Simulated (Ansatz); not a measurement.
According to r²SCAN in the plane-wave PAW code Ansatz, Si3N4 in the hexagonal phase (P6_3/m; Si on 6h, N on 2d, N on 6h) relaxes to a = 7.606 Å, c = 2.905 Å. Si has 4 nearest neighbours from 1.73 Å (tetrahedral); N on 2d has 3 nearest neighbours from 1.73 Å (trigonal planar); N on 6h has 3 nearest neighbours from 1.73 Å (trigonal planar). Against the elements it lies at -1.27 eV/atom, with no fitted shifts.

The Kohn–Sham gap is 4.99 eV (indirect). The valence maximum lies on the Γ–A line, 33 % of the way from Γ and the conduction minimum at Γ.

The r²SCAN relaxation kept the symmetry of its start. The references are the lowest solids computed at this level, not always the standard phases (solids in place of the gases).

Potentials: the earlier of the program's two PAW sets. The files were generated under PBE; for other functionals the program regenerates the frozen cores, and for LDA and PBEsol the local potential too.
